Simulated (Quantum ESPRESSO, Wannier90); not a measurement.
## KCdF$_{3}$ (cubic perovskite): Wannier90 run

```
KCdF3
1.0
    4.38209     0.00000     0.00000
    0.00000     4.38209     0.00000
    0.00000     0.00000     4.38209
K Cd F
1 1 3
Cartesian
  0.00000   0.00000   0.00000
  2.19104   2.19104   2.19104
  0.00000   2.19104   2.19104
  2.19104   0.00000   2.19104
  2.19104   2.19104   0.00000
```

Structure: Materials Project mp-10175, symmetrised, not relaxed again. Not found in the COD (Crystallography Open Database) copy used, which has the formula in other groups; not checked further. Method: PBEsol plane waves in Quantum ESPRESSO 7.5 (PseudoDojo norm-conserving files, 82 Ry, no spin polarisation, no spin-orbit coupling), Bloch states on a 4×4×4 mesh through Γ, Wannier90 4.0.1. Density: 8×8×8 mesh, cold smearing 0.01 Ry.

Functional, cutoff and mesh named above are those of the base row (82); the first column says what each row takes instead. Model: 17 functions from bands 6-8,12-25, start SCDM (isolated) (the valence bands). Energies are relative to the valence-band maximum; the misfit is to pw.x on a path, for all bands of the set. Only the plane-wave cutoff changes (density cutoff four times as high). Ω_total can sit in another minimum from row to row; Ω_I of an isolated set cannot.

| ecutwfc (Ry) | Ω_I (Å²) | Ω_total (Å²) | rms misfit (meV) | gap (eV) | ΔE to highest cutoff (meV/atom) | plane waves a k-point, about (cost) | rough cost of nscf and overlaps (first row = 1) |
|---|---|---|---|---|---|---|---|
| 41 | 8.16 | 9.26 | 20 | 2.738 | 7360.3 | 2500 | 1.0 |
| 51 | 7.99 | 9.09 | 9.3 | 3.084 | 2180.4 | 3500 | 1.8 |
| 62 | … | 9.05 | 1.5 | … | … | 4700 | 2.5 |
| 82 | 7.94 | 9.05 | 0.6 | 3.000 | 18.8 | 7100 | 3 |
| 102 | 7.94 | 9.04 | 0.6 | 2.998 | 0.3 | 9900 | 6 |
| 128 | 7.94 | 9.05 | 0.6 | 2.998 | 0.0 | 14000 | 7 |

**Question.** Complete the blanks.

**Answer.** 
- 62, Ω_I (Å²): 7.95
- 62, gap (eV): 3.009
- 62, ΔE to highest cutoff (meV/atom): 491.7
